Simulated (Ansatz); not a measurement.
Values for one crystal, relaxed and computed with r²SCAN in the plane-wave PAW code Ansatz; other levels are named.

```yaml
volume_per_atom: 15.46 Å³
electronic_character: metallic (no gap)
Formation energy from the elements (no fitted shifts): 0.54 eV/atom
Gap with spin–orbit coupling: none (metallic)
Pressure derivative B′: 4.7
mechanical_stability: unstable (C has a negative eigenvalue)
Bulk modulus (Birch–Murnaghan fit): 229 GPa
```

Which of these materials gives this?
(A) MoPd, CsCl type
(B) MnCo, CsCl type
(C) TbMg, CsCl type
(D) Nb2Pd, Fmmm (Nb on 8i, Pd on 4a)

A, MoPd, CsCl type

Space group Pm-3m (CsCl type). The start of the workflow was typed in or built on a structure type; neither database checked (COD, Materials Project) lists it. Whether it is the stable phase at ambient conditions was not checked. Symmetry was held in the r²SCAN relaxation. No spin polarisation was allowed. Its formation energy is positive at this level, so the cell may be metastable or incomplete. The references are the lowest solids computed at this level, not always the standard phases. Scalar-relativistic: spin–orbit coupling is off unless named, which matters more the heavier the elements.

Potentials: the later of the program's two PAW sets.
